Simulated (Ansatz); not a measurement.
Relaxed candidate structures of MgB2:

A. R-3m, hexagonal axes (No. 166), hR3; a = b = 3.790 Å, c = 7.449 Å, α = β = 90.00°, γ = 120.00°; B 6c (0.000, 0.000, 0.114); Mg 3b (0.000, 0.000, 0.500)

B. P6/mmm (No. 191), hP3, AFLOW prototype AB2_hP3_191_a_d (C32, as in AlB2); a = b = 3.063 Å, c = 3.500 Å, α = β = 90.00°, γ = 120.00°; Mg 1a (0.000, 0.000, 0.000); B 2d (0.333, 0.667, 0.500)

C. I4/mmm (No. 139), tI12; a = b = 4.2377 Å, c = 8.5565 Å, α = β = γ = 90.00°; B 8i (0.000, 0.296, 0.000); Mg 4d (0.000, 0.500, 0.250)

D. P-62m (No. 189), hP9; a = b = 6.715 Å, c = 3.084 Å, α = β = 90.00°, γ = 120.00°; B 3f (0.308, 0.308, 0.000); B 3g (0.349, 0.349, 0.500); Mg 1b (0.000, 0.000, 0.500); Mg 2c (0.333, 0.667, 0.000)

Question: Rank these by energy per atom (lowest first), as PBEsol (plane waves to 420 eV, PAW, scalar-relativistic; Ansatz, an electronic-structure program) gives it.

Answer: B (reference, the lowest among the structures calculated here), D (+0.32 eV/atom), C (+0.69 eV/atom), A (+0.88 eV/atom)

Each run could gain symmetry but not lose that of its start, so entries can be saddle points. From databases, or of a type measured for this composition: P6/mmm, hP3, AFLOW prototype AB2_hP3_191_a_d (C32, as in AlB2); the others are generated cells (placed on structure types, drawn at random, substituted or restacked) that were not matched to a known phase here. Energies are at zero temperature and pressure, without zero-point motion. The runs use different k-meshes, so differences are rounded accordingly. No spin polarisation in the result.
